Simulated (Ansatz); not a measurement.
Sr2CaWO6:
```
CELL_PARAMETERS angstrom
     -2.86128     2.86128     4.16090
      2.86128    -2.86128     4.16090
      2.86128     2.86128    -4.16090
ATOMIC_POSITIONS crystal
  Sr 0.25000 0.75000 0.50000
  Sr 0.75000 0.25000 0.50000
  Ca 0.50000 0.50000 0.00000
  W  0.00000 0.00000 0.00000
  O  0.83863 0.70569 0.54431
  O  0.16137 0.29431 0.45569
  O  0.70569 0.16137 0.86706
  O  0.29431 0.83863 0.13294
  O  0.23147 0.23147 0.00000
  O  0.76853 0.76853 0.00000
```

Relaxed with PBEsol. Special points in fractions of this cell's reciprocal vectors: Γ (0.000, 0.000, 0.000); X (0.000, 0.000, 0.500); P (0.250, 0.250, 0.250); N (0.000, 0.500, 0.000); M (0.500, 0.500, -0.500); S (0.368, 0.632, -0.368); S0 (-0.368, 0.368, 0.368); R (-0.236, 0.236, 0.500); G (0.500, 0.500, -0.236).

Task: List the band energies nearest the valence-band maximum at these points for the program Ansatz at the PBEsol level (PAW).

Result: In eV from the valence-band maximum; about four levels below and three above (degenerate sets whole), none deeper than 8.9 eV; points with the same levels are listed once.

```tsv
k	below	above
Γ	-0.19 -0.19 -0.18 -0.18	3.30 3.30 3.48
X	-0.51 -0.44 -0.34 -0.11	3.05 4.12 4.25
P	-0.74 -0.74 -0.38 -0.38 -0.34	3.69 3.69 4.25
N	-0.59 -0.45 -0.38 -0.01	3.66 3.78 4.06
M	-1.01 -1.01 -0.22 -0.19 -0.19	3.26 4.16 4.16
S	-0.79 -0.63 -0.38 -0.08	3.66 3.94 4.04
R	-0.80 -0.80 -0.67 -0.34 -0.11	3.58 3.93 4.13
```

Space group I4/m. The first step of the workflow began from a Materials Project structure, measured or hypothetical; the Crystallography Open Database copy checked does not list it. COD files the formula under space group No. 14, so this cell is another polymorph or a model. Its standing as an ambient phase is unchecked. The PBEsol relaxation kept the symmetry of its start; its stability against distortions is not shown here. No spin polarisation was allowed. No Hubbard U is applied. Spin–orbit coupling is left out wherever it is not named.

Potentials: the later of the program's two PAW sets.
